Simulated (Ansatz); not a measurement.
The elements of this relaxed trial crystal are hidden behind letters.

```
lattice vectors (Å)
  -2.2333    2.2333    4.6392
   2.2333   -2.2333    4.6392
   2.2333    2.2333   -4.6392
fractional positions
X 0.2500 0.7500 0.5000
X 0.7500 0.2500 0.5000
X 0.0000 0.0000 0.0000
Z 0.5000 0.5000 0.0000
```

The calculation used DFT PBE, scalar-relativistic, plane waves, PAW in Ansatz. The final run on the 4-atom cell used 420 eV, a Γ-centred 14×14×14 mesh, 0.10 eV smearing and no spin polarisation.

- Space group: I4/mmm (No. 139)
- Conventional cell: a = 4.467 Å, c = 9.278 Å
- Volume per atom: 23.14 Å³
- Density: 1.97 g/cm³
- Formation energy: +0.18 eV/atom
- Gap on the 14×14×14 mesh of the 4-atom cell: 0 eV (a metal)

Energies are uncorrected and count from the elements' standard states at the same level.

Q: X is an s-block element of period 2 and Z is a d-block element of period 5. Which elements are they?

A: X = Li, Z = Y, so the formula is Li3Y, here in the TiAl3 (D0_22) type. Density times volume gives a mean mass of 1.97 × 23.14/1.6605 = 27.5 u per atom, and this set has 27.4 u. Among the elements that the hints allow, noble gases aside, only these give it. Li on a site of symmetry -4m2 is surrounded by 8 Li at 3.16–3.22 Å and 4 Y at 3.22 Å; Li on a site of symmetry 4/mmm is surrounded by 4 Y at 3.16 Å and 8 Li at 3.22 Å; around Y lie 12 Li at 3.16–3.22 Å.

A structure relaxed within its symmetry needn't be a true minimum.
